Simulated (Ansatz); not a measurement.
# Zone-centre modes in Ga$_{3}$Se

Level of theory: DFT PBE+D3(BJ), scalar-relativistic, plane waves, PAW in Ansatz 0.2.0. The runs took a 420 eV cutoff, a Γ-centred 12×12×6 mesh and Gaussian smearing (0.15 eV). No spin polarisation.

Zero of the scan (relaxed at this level; it needn't be the usual structure):

```xyz
8
Lattice="4.3236 0.0000 0.0000 0.0000 4.3236 0.0000 0.0000 0.0000 8.6472" Properties=species:S:1:pos:R:3 pbc="T T T"
Ga    0.0000    2.1618    2.1618
Ga    0.0000    2.1618    6.4854
Ga    2.1618    0.0000    2.1618
Ga    2.1618    0.0000    6.4854
Ga    2.1618    2.1618    0.0000
Ga    2.1618    2.1618    4.3236
Se    0.0000    0.0000    0.0000
Se    0.0000    0.0000    4.3236
```

Harmonic modes by finite displacements of 0.02 Å, without the LO–TO term. The cell doubles the primitive one, so its zone centre also holds the primitive cell's point q = (0, 0, 1/2).

Question: At this geometry, is the structure stable against these modes?

Answer: Barely, if at all: no mode is imaginary beyond 10 cm⁻¹, but one beside the three translations lies at 12 cm⁻¹, within the noise of such a run.

Question: List the wavenumbers in cm⁻¹.

Answer: 0, 0, 0, 12, 12, 12, 27, 27, 47, 47, 58, 58, 58, 61, 76, 88, 88, 88, 102, 102, 107, 130, 130, 130.

Cost: 1 run of about 8 core-minutes, on Intel Xeon 6975P-C (Granite Rapids) (shared hosts).